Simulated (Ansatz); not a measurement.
Ge:
```xyz
2
Lattice="0.0000 2.8278 2.8278 2.8278 0.0000 2.8278 2.8278 2.8278 0.0000" Properties=species:S:1:pos:R:3 pbc="T T T"
Ge     2.8278     2.8278     2.8278
Ge     4.2417     4.2417     4.2417
```

Relaxed with r²SCAN+D4. Special points in fractions of this cell's reciprocal vectors: Γ (0.000, 0.000, 0.000); X (0.500, 0.000, 0.500); U (0.625, 0.250, 0.625); K (0.375, 0.375, 0.750); L (0.500, 0.500, 0.500); W (0.500, 0.250, 0.750).

Q: List the band energies nearest the valence-band maximum at these points for DFT-r²SCAN+D4 in the program Ansatz with PAW potentials.

A: In eV from the valence-band maximum; about four levels below and three above (degenerate sets whole), none deeper than 8.9 eV; points with the same levels are listed once.

```
k              below                  above
-  -----------------  ---------------------
Γ     0.00 0.00 0.00    0.46 2.73 2.73 2.73
X        -3.23 -3.23  0.98 0.98 10.14 10.14
U  -8.59 -4.50 -2.77         1.41 4.43 7.75
L  -7.87 -1.48 -1.48         0.47 4.01 4.01
W        -4.06 -4.06    4.71 4.71 5.07 5.07
```

Space group Fd-3m (diamond). The r²SCAN+D4 relaxation kept the symmetry of its start. Scalar-relativistic: spin–orbit coupling is off unless named, which matters more the heavier the elements.

Potentials: the later of the program's two PAW sets.
